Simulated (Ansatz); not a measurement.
Al3GaAs4:
```xyz
8
Lattice="4.0124 0.0000 0.0000 0.0000 4.0124 0.0000 0.0000 0.0000 11.3298" Properties=species:S:1:pos:R:3 pbc="T T T"
Ga     0.0000     0.0000     0.0000
As     2.0062     0.0000     1.4151
Al     2.0062     2.0062     2.8285
As     0.0000     2.0062     4.2464
Al     0.0000     0.0000     5.6649
As     2.0062     0.0000     7.0834
Al     2.0062     2.0062     8.5012
As     0.0000     2.0062     9.9146
```

Relaxed with PBEsol. Independent-particle spectrum: no excitons, no local fields, no scissors shift; 0.1 eV broadening; ε₁ of the summed bands alone.

Question: Tabulate the dielectric function from the program Ansatz at the PBEsol level (PAW).

Answer: 

```tsv
E (eV)	ε₁ xx	ε₂ xx	ε₁ zz	ε₂ zz
0.0	11.06	0.00	11.04	0.00
0.3	11.13	0.00	11.11	0.00
0.6	11.34	0.00	11.31	0.00
0.9	11.72	0.00	11.69	0.00
1.2	12.40	0.00	12.36	0.00
1.5	13.44	0.56	13.44	0.55
1.8	14.21	0.97	14.15	1.01
2.1	16.07	1.27	15.81	1.30
2.4	19.27	4.84	19.54	3.82
2.7	16.63	9.84	17.19	9.99
3.0	15.83	9.81	15.91	10.06
3.3	15.63	10.68	15.62	10.91
3.6	19.53	11.90	19.85	11.50
3.9	20.00	28.77	18.35	30.41
4.2	0.38	33.63	-0.16	31.45
4.5	-8.47	19.35	-8.19	19.04
4.8	-5.81	12.92	-5.64	12.51
5.1	-4.02	11.69	-3.69	11.80
5.4	-4.44	14.09	-4.18	14.25
5.7	-7.21	9.62	-7.37	9.71
6.0	-6.33	7.42	-6.28	7.36
6.3	-5.86	6.16	-5.88	6.24
6.6	-5.33	5.01	-5.41	4.99
6.9	-4.74	4.30	-4.75	4.14
7.2	-4.39	3.71	-4.23	3.62
7.5	-3.94	3.05	-3.83	3.19
7.8	-3.45	2.82	-3.52	2.82
8.1	-3.31	2.52	-3.29	2.59
8.4	-3.11	2.21	-3.14	2.23
8.7	-2.81	1.76	-2.82	1.75
9.0	-2.42	1.67	-2.39	1.62
9.3	-2.35	1.56	-2.29	1.63
9.6	-2.18	1.36	-2.20	1.38
9.9	-2.07	1.20	-2.06	1.19
10.2	-1.88	0.98	-1.86	0.98
10.5	-1.70	0.84	-1.69	0.85
10.8	-1.51	0.69	-1.51	0.71
11.1	-1.33	0.61	-1.32	0.61
11.4	-1.17	0.56	-1.16	0.58
11.7	-1.05	0.51	-1.05	0.52
12.0	-0.93	0.45	-0.93	0.45
```

Question: From ε at 2.8 eV (xx: 15.66 + 9.47i), find n, k, the normal reflectivity and the absorption coefficient.

Answer: n = 4.12, k = 1.149, R = 40 %, α = 2kE/ħc = 330000 cm⁻¹.

With all bands, ε∞ without local fields is 11.1 (xx = yy), 11.1 (zz). DFPT, with local fields, gives 10.4 (xx = yy), 10.4 (zz).

Space group P-4m2. The start of the workflow was typed in or built on a structure type; neither database checked (COD, Materials Project) lists it. Its standing as an ambient phase is unchecked. Symmetry was held in the PBEsol relaxation; whether a distortion lowers the energy is not shown. Spin–orbit coupling is left out wherever it is not named.

Potentials: the earlier of the program's two PAW sets. The files were generated under PBE; for other functionals the program regenerates the frozen cores, and for LDA and PBEsol the local potential too.
